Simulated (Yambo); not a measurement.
## AlP: sweep of GW parameters

G0W0@PBEsol for AlP (wurtzite, space group P6_3mc, No. 186) in Yambo. Reference settings: 6×6×2 Γ-centred k mesh, 179 bands and a 10 Ry block in the screening, 179 bands in G with the Bruneval-Gonze terminator, plasmon pole fitted at 27.2 eV. The PBEsol gap Γ → M on this mesh is 1.82 eV; G0W0 gaps are taken between the same points.

```csv
change from the reference,G0W0 gap Γ → M (eV),shift of the valence edge (eV),rough Yambo cost
reference settings,2.81,-0.84,1
"109 bands in W, 109 bands in G",2.79,-0.76,within a factor of two
58 bands in G,2.82,-0.81,–
109 bands in G,2.81,-0.84,–
4 Ry block,2.59,-0.56,about 1/3
8 Ry block,2.78,-0.80,within a factor of two
pole fitted at 10 eV,2.77,-0.69,–
no random integration,2.80,-0.80,–
"109 bands in G, no terminator",2.73,-0.67,–
no terminator,2.77,-0.78,–
```

The reference isn't shown to be the converged limit. Costs are rough (shared machines), scaled to the same edge states, and given only for runs that recompute the screening.

Geometry relaxed with PBEsol; primitive cell a = b = 3.8612 Å, c = 6.3351 Å, α = β = 90.00°, γ = 120.00°.

This is not the ordinary phase of the substance; no match was found in the copy of COD used, and its stability was not checked.

A shift is the quasiparticle energy of the state minus its PBEsol energy.
